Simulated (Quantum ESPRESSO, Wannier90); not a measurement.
# Wannier functions of HfPbO$_{3}$ (cubic perovskite)

```yaml
crystal:
  lattice:
    - [4.15548, 0.00000, 0.00000]
    - [0.00000, 4.15548, 0.00000]
    - [0.00000, 0.00000, 4.15548]
  atoms:
    - { symbol: Hf, position: [0.50000, 0.50000, 0.50000] }
    - { symbol: Pb, position: [0.00000, 0.00000, 0.00000] }
    - { symbol: O, position: [0.00000, 0.50000, 0.50000] }
    - { symbol: O, position: [0.50000, 0.00000, 0.50000] }
    - { symbol: O, position: [0.50000, 0.50000, 0.00000] }
```

Materials Project entry mp-22535; symmetrised, unrelaxed at this level. Not found in the COD (Crystallography Open Database) copy used, which has the formula in other groups; not checked further. Level: PBEsol, no spin polarisation, no spin-orbit coupling; pw.x of Quantum ESPRESSO at 68 Ry with PseudoDojo potentials, 6×6×6 k-points, Wannier90. Density: 8×8×8 mesh, cold smearing 0.01 Ry. Spin-orbit coupling is left out although heavy elements are present.

Valence charges of the files: Hf 12, Pb 14, O 6. 43 bands were computed.

Isolated groups of bands, relative to the valence-band maximum (bands from 29 on overlap up to the last one computed):

```
bands  from (eV)  to (eV)  filling             weight on atomic waves
-----  ---------  -------  -------  ---------------------------------
1         -59.87   -59.87   filled                         Hf 5s 97 %
2–4       -28.78   -28.64   filled                         Hf 5p 96 %
5–12      -16.94   -14.94   filled              Pb 5d 62 %, O 2s 31 %
13         -7.33    -5.95   filled   Pb 6s 71 %, O 2p 15 %, Hf 5d 9 %
14–22      -4.54     0.00   filled    O 2p 80 %, Hf 5d 9 %, Pb 6p 5 %
23–28       2.33     7.95    empty  Pb 6p 39 %, Hf 5d 39 %, O 2p 17 %
```

Wanted is a model with the orbitals Hf d, Pb s p, O p, without the filled groups that are mainly made of other shells (semicore states, and anion s where it isn't named); all higher bands stay in for disentanglement.

Question: Give num_wann, exclude_bands and num_bands, and the number of electrons that the model holds.

Answer: Electrons: 1×12 + 1×14 + 3×6 = 44, which fill 22 bands.
num_wann = 1×5 + 1×4 + 3×3 = 18.
exclude_bands = 1-12, 12 bands, so num_bands = 43 − 12 = 31.
The model holds 44 − 2×12 = 20 electrons. With the window frozen to 3.83 eV it follows pw.x to 2.7 meV rms (states up to 3.3 eV relative to the valence-band maximum).
